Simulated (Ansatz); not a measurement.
**What DFT gives for GaBrF**

```
CELL_PARAMETERS angstrom
4.11301 0.00000 0.00000
0.00000 4.11301 0.00000
0.00000 0.00000 6.78902
ATOMIC_POSITIONS crystal
Ga 0.25000 0.25000 0.19110
Ga 0.75000 0.75000 0.80890
Br 0.25000 0.25000 0.64970
Br 0.75000 0.75000 0.35030
F 0.75000 0.25000 0.00000
F 0.25000 0.75000 0.00000
```

Method: PBE, no spin polarisation; PAW, plane waves to 420 eV, 8×8×5 Γ-centred mesh, fermi-dirac occupations (width 0.1 eV) (Ansatz 0.2.0), atoms fixed.

Contacts: Ga–F at 2.43 Å: least valence density 0.21 e/Å³ and ELF 0.13 there. Br–Ga at 3.10 Å: least valence density 0.14 e/Å³ and ELF 0.22 there. Br–F at 3.14 Å: least valence density 0.08 e/Å³ and ELF 0.04 there. Both are smooth PAW fields, read partly inside the augmentation spheres.
Electronic structure: It is a metal, with about 5.5 states/eV a cell as the mean within 0.25 eV of the Fermi level, mostly Ga s (45 %), Br p (38 %) and F p (14 %).
Forces: The largest is on Ga1 (and as large on other atoms): 0.21 eV/Å, components (0.00, 0.00, -0.21). It makes 58° with the line to a nearest neighbour, F5 at 2.43 Å.
Stress: The pressure is -3.0 GPa (compression positive), so with the atoms held at these fractions the cell would first shrink. The principal stresses -5.3, -5.3, 1.6 GPa differ, so its shape would change too.

Origin: a known structure type with other elements, at an estimated volume, so it need not be a known compound. Caveats: many states at the Fermi level without spin polarisation, so a magnetic state may lie lower.
